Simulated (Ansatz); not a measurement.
Theory: DFT PBE, scalar-relativistic, plane waves, PAW in Ansatz. Settings: cutoff 420 eV, Γ-centred meshes spaced at most about 0.3 Å⁻¹, and about 0.25 Å⁻¹ or finer for metals (2π included), Gaussian smearing. Collinear spin in cells that started with moments and kept them past the coarse steps, no spin elsewhere.

These are static total energies at zero pressure. All come from trial cells, and lower structures may exist.

Problem. These unrelaxed guesses for GaO₄ are each relaxed within their symmetry. Order them by the energy at which they end, lowest first.
A.

```
Ga O
1.0
     3.97129    0.00000    0.00000
     0.00000    3.97129    0.00000
     0.00000    0.00000    3.97129
Ga O
1 4
Direct
  0.00000 0.00000 0.00000
  0.50000 0.50000 0.50000
  0.50000 0.00000 0.00000
  0.00000 0.50000 0.00000
  0.00000 0.00000 0.50000
```

B.

```
Ga O
1.0
    -2.35844    2.35844    2.35844
     2.35844   -2.35844    2.35844
     2.35844    2.35844   -2.35844
Ga O
1 4
Direct
  0.00000 0.00000 0.00000
  0.00000 0.00000 0.50000
  0.50000 0.00000 0.00000
  0.50000 0.50000 0.50000
  0.00000 0.50000 0.00000
```

C.

```
Ga O
1.0
    -1.91402    1.91402    3.50663
     1.91402   -1.91402    3.50663
     1.91402    1.91402   -3.50663
Ga O
1 4
Direct
  0.00000 0.00000 0.00000
  0.74815 0.74815 0.00000
  0.50000 0.00000 0.50000
  0.00000 0.50000 0.50000
  0.25185 0.25185 0.00000
```

D.

```
Ga O
1.0
     4.06662    0.00000    0.00000
     0.00000    4.06662    0.00000
     0.00000    0.00000    4.06662
Ga O
1 4
Direct
  0.00000 0.00000 0.00000
  0.24378 0.75622 0.75622
  0.75622 0.24378 0.75622
  0.75622 0.75622 0.24378
  0.24378 0.24378 0.24378
```

Solution. A (ends in Pm-3m, 0 meV/atom), C (ends in I4/mmm, 18 meV/atom), B (ends in Im-3m, 83 meV/atom), D (ends in P-43m, 199 meV/atom). Even the lowest end lies +0.36 eV/atom against the elements.

Weakly bound directions are ill-defined at this level, which has no dispersion term (I4/mmm, P-43m), and this can change margins and order among such cells. The magnetic state reached may not be the lowest. Cells relaxed within their symmetry can be saddle points. Some types were kept out of the candidates beforehand, so the set may lack a known form.
